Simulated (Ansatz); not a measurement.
WSe2 in space group P6_3/mmc (No. 194; W on 2c, Se on 4f), plane-wave PAW PBE+D3(BJ) (Ansatz code), all energies at zero smearing, with the estimated change up to a 700 eV cutoff added, with one set of potentials and settings (totals compare only within such a set). Cell of 6 atoms (2 W, 4 Se): -42654.251 eV.

| element | reference phase | E (eV/atom) |
|---|---|---|
| W | Im-3m, 1 atoms in the cell | -10386.6089 |
| Se | P3_121, 3 atoms in the cell | -5469.4170 |

Formation energy per atom, worked out: (-42654.251 − 2×(-10386.6089) − 4×(-5469.4170))/6 = -0.561 eV/atom (-54 kJ per mol of atoms), at 0 K, without zero-point energy or fitted corrections.

Symmetry was held in the PBE+D3(BJ) relaxation. No spin polarisation was allowed. The references are the lowest solids computed at this level, not always the standard phases. Scalar-relativistic: spin–orbit coupling is off unless named, which matters more the heavier the elements.

Potentials: the earlier of the program's two PAW sets.
